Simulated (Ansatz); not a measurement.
# Structure search: one Na4Y3N candidate

Level of theory: DFT PBE, scalar-relativistic, plane waves, PAW in Ansatz 0.2.0. Cutoff 420 eV, Gaussian smearing, Γ-centred meshes. Cell and atoms relax first on a coarse mesh and then on a finer one. In between, the cell is made exact in the group found at 0.06 Å. In metals the finer mesh still leaves noise of several meV/atom or more. The steps can't lower the symmetry of their start. No spin polarisation in the relaxation; trial moments died out in a coarse test.

Recipe of this trial structure of Na4Y3N: random cell by space group and Wyckoff sites (Pm-3m, No. 221). The dimensions are guesses.

Space group Pm-3m (No. 221). a = 5.438 Å, b = 5.438 Å, c = 5.438 Å, α = 90.00°, β = 90.00°, γ = 90.00°
```
atom  site  symmetry       x       y       z
  Na    1b      m-3m  0.5000  0.5000  0.5000
  Na    3c    4/mm.m  0.0000  0.5000  0.5000
   Y    3d    4/mm.m  0.5000  0.0000  0.0000
   N    1a      m-3m  0.0000  0.0000  0.0000
```

Energies over the elements count from the elements' standard structures at the same level (N₂ as a molecule), with no fitted energy shifts.

Problem. Where does the relaxation end?

Solution. The symmetry stays Pm-3m (No. 221). The volume per atom grows by 28.0 %, from 20.1 to 25.7 Å³. The shortest distance goes from 2.72 Å (Na–Y, Y–N and Na–Na) to 2.95 Å (Na–Y, Y–N and Na–Na). The energy falls by about 0.14 eV/atom (the start's value is from the coarse mesh). Conventional cell: a = 5.904 Å. Around Na on a site of symmetry m-3m lie 6 Na at 2.95 Å; Na on a site of symmetry 4/mmm is surrounded by 2 Na at 2.95 Å and 4 Y at 2.95 Å; Y has 2 N at 2.95 Å, 4 Na at 2.95 Å, 4 Na at 4.17 Å and 8 Y at 4.17 Å; N has 6 Y at 2.95 Å.

```cif
data_structure
_symmetry_space_group_name_H-M 'P 1'
_symmetry_Int_Tables_number 1
_cell_length_a 5.9043
_cell_length_b 5.9043
_cell_length_c 5.9043
_cell_angle_alpha 90.000
_cell_angle_beta 90.000
_cell_angle_gamma 90.000
_cell_volume 205.83
loop_
_atom_site_label
_atom_site_type_symbol
_atom_site_fract_x
_atom_site_fract_y
_atom_site_fract_z
_atom_site_occupancy
Na1 Na 0.50000 0.50000 0.50000 1
Na2 Na 0.00000 0.50000 0.50000 1
Na3 Na 0.50000 0.00000 0.50000 1
Na4 Na 0.50000 0.50000 0.00000 1
Y1 Y 0.50000 0.00000 0.00000 1
Y2 Y 0.00000 0.50000 0.00000 1
Y3 Y 0.00000 0.00000 0.50000 1
N1 N 0.00000 0.00000 0.00000 1
```

Problem. Give its energy and gap.

Solution. The formation energy is +0.69 eV/atom and the gap on the 6×6×6 mesh of the 8-atom cell is 0 eV (a metal).

The separate elements lie lower, so it is unstable against them.

The last run used Gaussian smearing of 0.10 eV. A structure relaxed within its symmetry needn't be a true minimum. In all, the 3 runs took 48 s on 1 thread of Arm Neoverse V2, on a shared host.
